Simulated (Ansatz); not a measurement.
# Mg5CdSe6 (P-4m2)

The calculation used Ansatz 0.2.0, DFT PBE, scalar-relativistic, plane waves, PAW.

Settings: cutoff 420 eV, Γ-centred mesh 6×6×2 on the computed 12-atom cell, Gaussian smearing of 0.02 eV; no spin polarisation.

The structure is relaxed at this level of theory with its symmetry kept, and needn't be the ground state of this composition.

```cif
data_structure
_symmetry_space_group_name_H-M 'P-4m2'
_symmetry_Int_Tables_number 115
_cell_length_a 4.2701
_cell_length_b 4.2701
_cell_length_c 18.0273
_cell_angle_alpha 90.000
_cell_angle_beta 90.000
_cell_angle_gamma 90.000
_cell_volume 328.70
loop_
_atom_site_label
_atom_site_type_symbol
_atom_site_symmetry_multiplicity
_atom_site_Wyckoff_symbol
_atom_site_fract_x
_atom_site_fract_y
_atom_site_fract_z
_atom_site_occupancy
Mg1 Mg 2 e 0.00000 0.00000 0.66459 1
Mg2 Mg 2 f 0.50000 0.50000 0.82922 1
Mg3 Mg 1 c 0.50000 0.50000 0.50000 1
Cd1 Cd 1 a 0.00000 0.00000 0.00000 1
Se1 Se 2 g 0.50000 0.00000 0.74691 1
Se2 Se 2 g 0.00000 0.50000 0.91085 1
Se3 Se 2 g 0.50000 0.00000 0.41771 1
```

- Space group: P-4m2 (No. 115)
- Volume per atom: 27.39 Å³
- Formation energy from the elements' standard states (uncorrected): -1.150 eV/atom
- Kohn–Sham band gap: 2.00 eV, direct at Γ
- Orbital (Löwdin) character of the top 1 eV of the valence band: Se 4p 96 %
- Orbital (Löwdin) character of the lowest 1 eV of the conduction band: Mg 3s 32 %, Cd 5s 28 %, Se 4p 20 %, Se 4s 17 %
- Electron masses at the edge by direction of the standard setting (m_e; one valley, along these axes only; no spin-orbit coupling): x: 0.18; y: 0.18; z: 0.19
- Hole masses at the edge by direction of the standard setting (m_e; one valley, along these axes only; no spin-orbit coupling): x: 11, 0.21; y: 11, 0.21; z: 2.8, 2.8

The cell was found from a structure generator's guess, not taken from experiment. Kohn–Sham gaps at this level usually fall short of measured ones. Löwdin shares on free-atom orbitals overweight diffuse shells in the empty bands.
